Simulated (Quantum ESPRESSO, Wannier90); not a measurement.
TlBr (rock salt), plane waves to Wannier functions

```
begin unit_cell_cart
ang
    0.0000000000    3.3420400000    3.3420400000
    3.3420400000    0.0000000000    3.3420400000
    3.3420400000    3.3420400000    0.0000000000
end unit_cell_cart
begin atoms_frac
Tl   0.0000000000  0.0000000000  0.0000000000
Br   0.5000000000  0.5000000000  0.5000000000
end atoms_frac
```

Cell from Materials Project (mp-568560), symmetrised, no further relaxation. Not found in the COD (Crystallography Open Database) copy used, which has the formula in other groups; not checked further. Computed values, not measurements, from PBEsol: Quantum ESPRESSO (norm-conserving PseudoDojo potentials, cutoff 50 Ry, no spin polarisation, no spin-orbit coupling) on a Γ-centred 8×8×8 mesh, then Wannier90. Density: 8×8×8 mesh, cold smearing 0.01 Ry. Spin-orbit coupling is left out although heavy elements are present.

Bands 1,7-10 form an isolated set from -13.79 to 0.00 eV relative to the valence-band maximum (on the path) and are turned into 5 Wannier functions by minimising the spread from the start: SCDM (isolated). Bands 2–6 (Tl 5d 100 %) lie between the kept ones and are excluded.

Problem. Where do the functions sit, how wide are they and what are they made of?

Solution. 
| functions | spread (Å²) | nearest atom, distance (Å) | second atom, distance (Å) | weight on atomic waves |
|---|---|---|---|---|
| 4 | 1.73 | Br 0.47 | Tl 2.94 | Br 4p 66 %, Br 4s 23 %, Tl 6p 10 % |
| 1 | 2.24 | Tl 0.00 | Br 3.34 | Tl 6s 97 % |

Ω_I = 8.19 Å², Ω_total = 9.15 Å²; the interpolated bands follow pw.x to 0.3 meV rms on the path. It is the lowest total spread that any start reached here.
